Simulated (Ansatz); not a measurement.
Profile along the Zr–O line in ZrO2 (tetragonal-ZrO2 type, space group P4_2/nmc)

ZrO₂ (tetragonal-ZrO2 type, space group P4_2/nmc)

```
CELL_PARAMETERS angstrom
      3.60110     0.00000     0.00000
      0.00000     3.60110     0.00000
      0.00000     0.00000     5.23008
ATOMIC_POSITIONS crystal
  Zr 0.00000 0.00000 0.00000
  Zr 0.50000 0.50000 0.50000
  O  0.00000 0.50000 0.19637
  O  0.00000 0.50000 0.69637
  O  0.50000 0.00000 0.30363
  O  0.50000 0.00000 0.80363
```

Fields along a shortest Zr–O line of a (010) plane (2.07 Å), from Zr to O, interpolated on the slice's grid (step about 0.2 Å). All values below come from r2SCAN (plane waves to 500 eV, PAW, scalar-relativistic; Ansatz, a program for electronic structure). k mesh 9×9×7. These are valence fields of a PAW run, semicore shells included where kept as valence: close to a nucleus they are smooth pseudo fields. The PAW data are Ansatz's earlier set. This is a high-temperature form of ZrO2. ZrO2 is run without spin polarisation. ZrO2 was relaxed with its symmetry unable to fall.

| distance from Zr (Å) | valence electron density (e/Å³) | electron localisation function | density of the highest valence band (e/Å³) | density of the lowest conduction band (e/Å³) |
|---|---|---|---|---|
| 0.00 | 3.38 | x | 0.003 | 0.001 |
| 0.21 | 3.91 | x | 0.005 | 0.005 |
| 0.41 | 4.09 | 0.66 | 0.005 | 0.019 |
| 0.62 | 2.78 | 0.76 | 0.003 | 0.029 |
| 0.83 | 1.32 | 0.51 | 0.007 | 0.023 |
| 1.03 | 0.73 | 0.24 | 0.017 | 0.013 |
| 1.24 | 0.92 | 0.58 | 0.036 | 0.009 |
| 1.45 | 1.93 | 0.83 | 0.071 | 0.010 |
| 1.66 | 4.34 | 0.75 | 0.093 | 0.014 |
| 1.86 | 7.34 | x | 0.044 | 0.013 |
| 2.07 | 8.68 | x | 0.005 | 0.007 |

x: too close to a nucleus for the ELF to mean much. Band densities are of whole bands, smooth part only.

Density on the Zr–O line (2.07 Å) at its density minimum, 1.1 Å from Zr: 0.71 e/Å³. ELF at that point: 0.3. Element round which the density of the highest valence band (whole band, smooth part) is largest on this plane: O.
